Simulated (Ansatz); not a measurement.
Data:

Bi$_{2}$Te$_{3}$:
```
CELL_PARAMETERS angstrom
      4.40792     0.00000     0.00000
     -2.20396     3.81737     0.00000
      0.00000     0.00000    11.01377
ATOMIC_POSITIONS crystal
  Bi 0.33333 0.66667 0.18677
  Bi 0.66667 0.33333 0.81323
  Te 0.00000 0.00000 0.00000
  Te 0.33333 0.66667 0.65785
  Te 0.66667 0.33333 0.34215
```

This is the r²SCAN-relaxed structure. Tensor components refer to the Cartesian frame of this cell.

Question: All from r²SCAN in the plane-wave PAW code Ansatz, unless another level is named. Estimate the gap with spin–orbit coupling.

Answer: 0.07 eV.

Question: Give the hole effective mass.

Answer: 0.24, 0.45, 0.91 mₑ (principal values).

Question: Next, the weight of the conduction-edge state by species (Voronoi cells)?

Answer: Bi 63 %, Te 37 %.

Question: What about the valence-band maximum?

Answer: off the standard path, at k = (0.000, 0.130, 0.383).

Question: What about the conduction-band minimum?

Answer: at Γ.

Space group P-3m1 (La2O3 or Ni2Al3 type). The cell is a constructed one: a structure type filled with these elements; neither database checked (COD, Materials Project) lists it. It is not the phase usual at ambient conditions (space group No. 166). The r²SCAN relaxation kept the symmetry of its start; whether a distortion lowers the energy is not shown. Spin–orbit coupling is left out wherever it is not named.

Potentials: the later of the program's two PAW sets.
